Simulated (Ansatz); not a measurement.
BN (zinc blende)

```
BN
1.0
    0.00000     1.81236     1.81236
    1.81236     0.00000     1.81236
    1.81236     1.81236     0.00000
N B
1 1
Direct
  0.75000   0.75000   0.75000
  0.00000   0.00000   0.00000
```

This relaxed cell (volume V₀) is scaled evenly in all directions, its shape held. Symmetry pins the atoms to their sites.

All values below come from PBE (plane waves to 420 eV, PAW, scalar-relativistic; Ansatz, an electronic-structure program). k mesh 16×16×16 (Γ-centred), Fermi-Dirac smearing 0.05 eV. The energy includes the smearing's −TS. Stress and pressure are positive under compression. BN was relaxed with its symmetry unable to fall. The zero of ΔE is the relaxed starting cell.

| V (Å³/atom) | ΔE (meV/atom) |
|---|---|
| 5.596 | 27.3 |
| 5.655 | 18.6 |
| 5.715 | 11.8 |
| 5.774 | 6.5 |
| 5.834 | withheld |
| 5.893 | 0.7 |
| 5.953 | 0.0 |
| 6.012 | 0.7 |
| 6.072 | 2.6 |
| 6.132 | 5.9 |
| 6.191 | 10.4 |
| 6.251 | 16.0 |
| 6.310 | 22.7 |

Q: Fit a third-order Birch-Murnaghan form (E₀, V₀, B₀, B₀′ free) to the given rows and predict ΔE at V = 5.834.

A: Least squares on the 12 given rows: ΔE = E₀ + (9V₀B₀/16)·y²·[2 + (B₀′ − 4)y], y = (V₀/V)^(2/3) − 1, with V₀ = 5.953 Å³/atom, B₀ = 371.6 GPa (160.2 GPa = 1 eV/Å³; the term in eV is multiplied by 1000), B₀′ = 3.54, E₀ = -0.02 meV/atom; root-mean-square residual 0.05 meV/atom. At 5.834 the fit gives 2.8 meV/atom; the calculation gives 2.9 meV/atom, so the interpolation is off by -0.1 (-3.4 %). For the pressure the fit gives 7.8 GPa against the computed 7.8 GPa.

(A scan under strain: stresses follow from slopes of the energy per volume, elastic moduli from its curvatures.)
